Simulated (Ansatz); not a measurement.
One crystal and one scan (energy over volume and axial ratio) at two levels, PBE (plane waves to 420 eV, PAW, scalar-relativistic; Ansatz, an electronic-structure program) and PBEsol (plane waves to 420 eV, PAW, scalar-relativistic; Ansatz), each from its own relaxed cell and on its own mesh. The cell shown is that of PBE.

PbSe (rock salt)

```
PbSe
1.0
    0.00000     3.10883     3.10883
    3.10883     0.00000     3.10883
    3.10883     3.10883     0.00000
Se Pb
1 1
Direct
  0.00000   0.00000   0.00000
  0.50000   0.50000   0.50000
```

Two coordinates are scanned: the volume, and the ratio of the stretch along z (the conventional c axis) to the stretch across it. Atoms keep their fractional coordinates.

Energies are smeared free energies. PbSe was relaxed with its symmetry unable to fall. Spin-orbit coupling is left out, though Pb is heavy. The PAW data are Ansatz's earlier set. Percentages come from the unrounded values. Both scans cover V/V₀ from 0.960 to 1.040 and (c/a)/(c/a)₀ from 0.920 to 1.080.

```csv
quantity,PBE,PBEsol,PBE − PBEsol
Lattice constant a (Å),6.218,6.102,+0.116 (+1.9 %)
"Shear modulus C′ = (C11 − C12)/2 (fit, atoms clamped) (GPa)",51,63,-12 (-19 %)
```

PBE gives the higher value for: lattice constant a. PBE gives the lower value for: shear modulus C′. Neither level is exact: the differences show how much the result hangs on the functional.

(Under strain, the slope of the energy per volume gives the stress and its curvature an elastic modulus.)
